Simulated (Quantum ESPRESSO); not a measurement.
Pd3RhAu4, finding a planted mistake in a log

A calculation, not a measurement. The program is pw.x of Quantum ESPRESSO 7.5 (plane-wave density functional theory). The cell is made up: eight metal atoms on a hexagonal close-packed lattice, with elements, volume, strain and displacements drawn at random and not relaxed, so it may be unstable or far from any real phase. PseudoDojo standard norm-conserving files set the functional (PBE unless stated); there is no spin polarisation or spin-orbit coupling, the Fermi-Dirac width of 0.25 eV means electrons at about 2900 K, and the masses in the input are unused placeholders. Heavy elements are run without spin-orbit coupling, which real alloys of them have. A spin test at this wide smearing found no moment, but such smearing suppresses magnetism that the real alloy may have.

Intended input:

```
&control calculation='scf', pseudo_dir='./dojo.nc.sr.pbe.v0_5.standard.upf', outdir='./o', disk_io='minimal', tprnfor=.true., tstress=.true. /
&system ibrav=0, nat=8, ntyp=3, nbnd=87, ecutwfc=87.97787729, nosym=.true., tot_charge=0,
 occupations='smearing', smearing='fd', degauss=0.0183746611
/
&electrons conv_thr=1.470e-08, electron_maxstep=70, mixing_beta=0.5 /
ATOMIC_SPECIES
Au 1.0 Au.upf
Pd 1.0 Pd.upf
Rh 1.0 Rh.upf
CELL_PARAMETERS angstrom
-2.8477 0.0168 -0.0079
-0.0416 5.0016 -4.4658
0.0167 -4.9575 -4.4175
ATOMIC_POSITIONS angstrom
Pd -0.0355 -0.0206 -0.0495
Pd 0.0217 1.6302 -2.2778
Pd -0.029 0.0644 -4.4174
Rh -0.0385 1.7229 -6.6512
Au -1.4454 -0.8329 -2.2624
Au -1.4313 -2.4958 -4.3586
Au -1.4371 -0.7716 -6.7158
Au -1.4251 2.5183 -4.4511
K_POINTS automatic
8 4 4 1 1 1
```

The log is shortened where brackets say so; the opening notice, blank lines, dates and the lines on written files are dropped, and the path of the files is cut. It prints rydbergs, bohrs and kilobars, and counts compression as positive stress. Its total energy is the free energy E - TS of the whole cell.

Log of the intended run:

```
     Program PWSCF v.7.5
     Parallel version (MPI & OpenMP), running on       4 processor cores
     Number of MPI processes:                 4
     Threads/MPI process:                     1
     [start-up lines left out]
     bravais-lattice index     =            0
     lattice parameter (alat)  =       5.3815  a.u.
     unit-cell volume          =     850.0148 (a.u.)^3
     number of atoms/cell      =            8
     number of atomic types    =            3
     number of electrons       =       147.00
     number of Kohn-Sham states=           87
     kinetic-energy cutoff     =      87.9779  Ry
     charge density cutoff     =     351.9115  Ry
     scf convergence threshold =      1.5E-08
     mixing beta               =       0.5000
     number of iterations used =            8  plain     mixing
     Exchange-correlation= PBE
                           (   1   4   3   4   0   0   0)
     [axes and pseudopotential details left out]
   Cartesian axes
     site n.     atom                  positions (alat units)
         1        Pd     tau(   1) = (  -0.0124659  -0.0072338  -0.0173821  )
         2        Pd     tau(   2) = (   0.0076200   0.5724498  -0.7998566  )
         3        Pd     tau(   3) = (  -0.0101834   0.0226143  -1.5511838  )
         4        Rh     tau(   4) = (  -0.0135194   0.6050017  -2.3355897  )
         5        Au     tau(   5) = (  -0.5075567  -0.2924754  -0.7944488  )
         6        Au     tau(   6) = (  -0.5026055  -0.8764080  -1.5305360  )
         7        Au     tau(   7) = (  -0.5046422  -0.2709498  -2.3582741  )
         8        Au     tau(   8) = (  -0.5004283   0.8843089  -1.5630177  )
     number of k points=    64  Fermi-Dirac smearing, width (Ry)=  0.0184
                       cart. coord. in units 2pi/alat
        k(    1) = (  -0.0622839  -0.0007525  -0.0799728), wk =   0.0312500
        k(    2) = (  -0.0624846  -0.0726304  -0.1604727), wk =   0.0312500
     [further k points left out]
     Dense  grid:    94751 G-vectors     FFT dimensions: (  36,  75,  75)
     Estimated max dynamical RAM per process >     430.43 MB
     Estimated total dynamical RAM >       1.61 GB
     Initial potential from superposition of free atoms
     starting charge     146.9984, renormalised to     147.0000
     Starting wfcs are   77 randomized atomic wfcs +   10 random wfcs
     total cpu time spent up to now is        6.0 secs
     per-process dynamical memory:   346.7 Mb
     Self-consistent Calculation
     iteration #  1     ecut=    87.98 Ry     beta= 0.50
     Davidson diagonalization with overlap
     ethr =  1.00E-02,  avg # of iterations =  3.0
     total cpu time spent up to now is       24.7 secs
     total energy              =   -2230.23647501 Ry
     estimated scf accuracy    <       4.99174377 Ry
     iteration #  2     ecut=    87.98 Ry     beta= 0.50
     Davidson diagonalization with overlap
     ethr =  3.40E-03,  avg # of iterations =  3.0
     total cpu time spent up to now is       44.2 secs
     total energy              =   -2229.73956453 Ry
     estimated scf accuracy    <      57.15051696 Ry
     [iterations 3 to 16 left out]
     iteration # 17     ecut=    87.98 Ry     beta= 0.50
     Davidson diagonalization with overlap
     ethr =  1.36E-11,  avg # of iterations =  2.0
     total cpu time spent up to now is      275.1 secs
     total energy              =   -2233.12532638 Ry
     estimated scf accuracy    <       0.00000002 Ry
     iteration # 18     ecut=    87.98 Ry     beta= 0.50
     Davidson diagonalization with overlap
     ethr =  1.36E-11,  avg # of iterations =  1.0
     total cpu time spent up to now is      288.6 secs
     End of self-consistent calculation
     [lines on levels left out]
!    total energy              =   -2233.12532638 Ry
     estimated scf accuracy    <          1.5E-09 Ry
     smearing contrib. (-TS)   =      -0.11016291 Ry
     internal energy E=F+TS    =   -2233.01516347 Ry
     The total energy is F=E-TS. E is the sum of the following terms:
     one-electron contribution =    -617.80649555 Ry
     hartree contribution      =     404.14507685 Ry
     xc contribution           =    -373.58755153 Ry
     ewald contribution        =   -1645.76619324 Ry
     convergence has been achieved in  18 iterations
     Forces acting on atoms (cartesian axes, Ry/au):
     atom    1 type  2   force =     0.00606975    0.01887089    0.00765011
     atom    2 type  2   force =    -0.00430010    0.01295213    0.03534483
     atom    3 type  2   force =     0.00228731   -0.00949624   -0.03622489
     atom    4 type  3   force =    -0.00000621   -0.02739248    0.00446210
     atom    5 type  1   force =    -0.00004540    0.01319555    0.02037501
     atom    6 type  1   force =     0.00260439   -0.00948711   -0.05081783
     atom    7 type  1   force =    -0.00374884    0.00945326    0.03371326
     atom    8 type  1   force =    -0.00286089   -0.00809601   -0.01450259
     Total force =     0.094114     Total SCF correction =     0.000258
     Computing stress (Cartesian axis) and pressure
          total   stress  (Ry/bohr**3)                   (kbar)     P=      105.24
   0.00051572   0.00004665  -0.00003640           75.87        6.86       -5.36
   0.00004665   0.00040856   0.00006856            6.86       60.10       10.09
  -0.00003640   0.00006856   0.00122204           -5.36       10.09      179.77
     init_run     :      5.61s CPU      5.94s WALL (       1 calls)
     electrons    :    275.25s CPU    282.58s WALL (       1 calls)
     forces       :      2.69s CPU      2.69s WALL (       1 calls)
     stress       :      9.35s CPU      9.37s WALL (       1 calls)
     [timing details left out]
     PWSCF        :   4m52.95s CPU   5m 0.66s WALL
     JOB DONE.
```

A second run was made from an input with one planted mistake. Its log:

```
     Program PWSCF v.7.5
     Parallel version (MPI & OpenMP), running on       4 processor cores
     Number of MPI processes:                 4
     Threads/MPI process:                     1
     [start-up lines left out]
     bravais-lattice index     =            0
     lattice parameter (alat)  =       5.3480  a.u.
     unit-cell volume          =     834.2910 (a.u.)^3
     number of atoms/cell      =            8
     number of atomic types    =            3
     number of electrons       =       147.00
     number of Kohn-Sham states=           87
     kinetic-energy cutoff     =      87.9779  Ry
     charge density cutoff     =     351.9115  Ry
     scf convergence threshold =      1.5E-08
     mixing beta               =       0.5000
     number of iterations used =            8  plain     mixing
     Exchange-correlation= PBE
                           (   1   4   3   4   0   0   0)
     [axes and pseudopotential details left out]
   Cartesian axes
     site n.     atom                  positions (alat units)
         1        Pd     tau(   1) = (  -0.0124732  -0.0072437  -0.0173848  )
         2        Pd     tau(   2) = (   0.0076323   0.5724613  -0.7998769  )
         3        Pd     tau(   3) = (  -0.0101765   0.0226144  -1.5512037  )
         4        Rh     tau(   4) = (  -0.0135333   0.6050048  -2.3356393  )
         5        Au     tau(   5) = (  -0.5075510  -0.2924673  -0.7944707  )
         6        Au     tau(   6) = (  -0.5026041  -0.8764124  -1.5305681  )
         7        Au     tau(   7) = (  -0.5046536  -0.2709483  -2.3583243  )
         8        Au     tau(   8) = (  -0.5004487   0.8843274  -1.5630409  )
     number of k points=    64  Fermi-Dirac smearing, width (Ry)=  0.0184
                       cart. coord. in units 2pi/alat
        k(    1) = (  -0.0622825  -0.0007522  -0.0799721), wk =   0.0312500
        k(    2) = (  -0.0624820  -0.0726287  -0.1604708), wk =   0.0312500
     [further k points left out]
     Dense  grid:    92923 G-vectors     FFT dimensions: (  32,  75,  75)
     Estimated max dynamical RAM per process >     421.33 MB
     Estimated total dynamical RAM >       1.58 GB
     Initial potential from superposition of free atoms
     starting charge     146.9984, renormalised to     147.0000
     Starting wfcs are   77 randomized atomic wfcs +   10 random wfcs
     total cpu time spent up to now is        6.7 secs
     per-process dynamical memory:   339.2 Mb
     Self-consistent Calculation
     iteration #  1     ecut=    87.98 Ry     beta= 0.50
     Davidson diagonalization with overlap
     ethr =  1.00E-02,  avg # of iterations =  3.0
     total cpu time spent up to now is       28.6 secs
     total energy              =   -2230.29876114 Ry
     estimated scf accuracy    <       4.87411868 Ry
     iteration #  2     ecut=    87.98 Ry     beta= 0.50
     Davidson diagonalization with overlap
     ethr =  3.32E-03,  avg # of iterations =  3.0
     total cpu time spent up to now is       50.3 secs
     total energy              =   -2229.72920032 Ry
     estimated scf accuracy    <      56.30261146 Ry
     [iterations 3 to 16 left out]
     iteration # 17     ecut=    87.98 Ry     beta= 0.50
     Davidson diagonalization with overlap
     ethr =  2.74E-11,  avg # of iterations =  1.6
     total cpu time spent up to now is      314.0 secs
     total energy              =   -2233.11186437 Ry
     estimated scf accuracy    <       0.00000003 Ry
     iteration # 18     ecut=    87.98 Ry     beta= 0.50
     Davidson diagonalization with overlap
     ethr =  2.03E-11,  avg # of iterations =  1.0
     total cpu time spent up to now is      329.1 secs
     End of self-consistent calculation
     [lines on levels left out]
!    total energy              =   -2233.11186437 Ry
     estimated scf accuracy    <          1.1E-09 Ry
     smearing contrib. (-TS)   =      -0.10856710 Ry
     internal energy E=F+TS    =   -2233.00329727 Ry
     The total energy is F=E-TS. E is the sum of the following terms:
     one-electron contribution =    -601.95224610 Ry
     hartree contribution      =     398.70517081 Ry
     xc contribution           =    -373.71575118 Ry
     ewald contribution        =   -1656.04047080 Ry
     convergence has been achieved in  18 iterations
     Forces acting on atoms (cartesian axes, Ry/au):
     atom    1 type  2   force =     0.00657806    0.02027170    0.00793391
     atom    2 type  2   force =    -0.00470049    0.01412586    0.03838071
     atom    3 type  2   force =     0.00248777   -0.01076836   -0.03890436
     atom    4 type  3   force =     0.00001363   -0.02976117    0.00485699
     atom    5 type  1   force =    -0.00007507    0.01461378    0.02196998
     atom    6 type  1   force =     0.00283269   -0.00967347   -0.05568302
     atom    7 type  1   force =    -0.00406927    0.00953963    0.03667697
     atom    8 type  1   force =    -0.00306731   -0.00834797   -0.01523119
     Total force =     0.102074     Total SCF correction =     0.000249
     Computing stress (Cartesian axis) and pressure
          total   stress  (Ry/bohr**3)                   (kbar)     P=      146.71
   0.00077588   0.00005145  -0.00003951          114.14        7.57       -5.81
   0.00005145   0.00066534   0.00007462            7.57       97.87       10.98
  -0.00003951   0.00007462   0.00155077           -5.81       10.98      228.13
     init_run     :      6.13s CPU      6.44s WALL (       1 calls)
     electrons    :    314.55s CPU    322.37s WALL (       1 calls)
     forces       :      2.63s CPU      2.64s WALL (       1 calls)
     stress       :      9.66s CPU      9.66s WALL (       1 calls)
     [timing details left out]
     PWSCF        :   5m33.27s CPU   5m41.43s WALL
     JOB DONE.
```

Question: the log repeats what the program read. Compare it with the intended run: what was wrong in the second input?

Answer: the cell and the positions are scaled by a wrong factor. The input lines that differ:

```
- -2.8477 0.0168 -0.0079
- -0.0416 5.0016 -4.4658
- 0.0167 -4.9575 -4.4175
+ -2.83 0.0167 -0.0079
+ -0.0413 4.9706 -4.4381
+ 0.0166 -4.9268 -4.3901
- Pd -0.0355 -0.0206 -0.0495
- Pd 0.0217 1.6302 -2.2778
- Pd -0.029 0.0644 -4.4174
- Rh -0.0385 1.7229 -6.6512
- Au -1.4454 -0.8329 -2.2624
- Au -1.4313 -2.4958 -4.3586
- Au -1.4371 -0.7716 -6.7158
- Au -1.4251 2.5183 -4.4511
+ Pd -0.0353 -0.0205 -0.0492
+ Pd 0.0216 1.6201 -2.2637
+ Pd -0.0288 0.064 -4.39
+ Rh -0.0383 1.7122 -6.61
+ Au -1.4364 -0.8277 -2.2484
+ Au -1.4224 -2.4803 -4.3316
+ Au -1.4282 -0.7668 -6.6742
+ Au -1.4163 2.5027 -4.4235
```

|  | intended run | run with the mistake |
| --- | --- | --- |
| free energy (eV) | -30383.218 | -30383.035 |
| entropy term -TS, part of it (eV) | -1.499 | -1.477 |
| pressure (GPa) | 10.52 | 14.67 |
| size of the largest force component (eV/Å) | 1.307 | 1.432 |
| largest change of a force component (eV/Å) |  | 0.125 |
| iterations | 18 | 18 |

For scale, a rerun of the intended cell at a higher cutoff and on a denser mesh moved values by no more than 0.015 eV in energy, 0.14 GPa in stress and 0.009 eV/Å in force, and a second program with other atomic files agreed on that cell to 2 % rms in force and 0.5 GPa in pressure.